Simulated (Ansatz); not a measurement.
CuCl (zinc blende, space group No. 216), PBE in the plane-wave PAW code Ansatz. The conduction-band minimum lies at Γ, with 1 equivalent valley. Second derivatives d²E/dk² of the lowest band at one valley (eV·Å²), along Cartesian directions:

```json
[
 {"direction": "[100]", "d²E/dk²": "34.99"},
 {"direction": "[010]", "d²E/dk²": "34.99"},
 {"direction": "[001]", "d²E/dk²": "34.99"},
 {"direction": "[110]", "d²E/dk²": "34.98"},
 {"direction": "[101]", "d²E/dk²": "34.98"},
 {"direction": "[011]", "d²E/dk²": "34.98"}
]
```

Q: Find the principal effective masses, the density-of-states mass and the conductivity mass.

A: Off-diagonal terms follow from H_xy = H[110] − (H_xx + H_yy)/2, and m*/mₑ = 7.620 eV·Å² over each eigenvalue: 0.22, 0.22, 0.22. One valley's DOS mass (m₁m₂m₃)^(1/3) = 0.22, conductivity mass 3/(Σ 1/mᵢ) = 0.22 mₑ.

Q: What effective density of states Nc follows at 300 K for parabolic valleys?

A: Nc = 2.509e19 × 1 × (0.22)^(3/2) ≈ 2.6e18 cm⁻³.

Q: With the computed static dielectric constant 9.36 (mean of the diagonal), estimate a hydrogenic donor's binding energy and radius.

A: E = 13.606 eV × 0.22/9.36² ≈ 34 meV; a = 0.529 Å × ε/m* ≈ 23 Å. Semilocal masses tend to be too small where the gap is.

Q: With ε∞ = 5.27 and ω_LO = 175 cm⁻¹, what Fröhlich coupling constant follows?

A: α = (1/ε∞ − 1/ε0) √(m* × 13.606 eV/ħω_LO) = 0.98.

Space group F-43m (zinc blende). Symmetry was held in the PBE relaxation; phonons on a q-mesh show no instability. The run is not spin-polarised.

Potentials: the later of the program's two PAW sets.
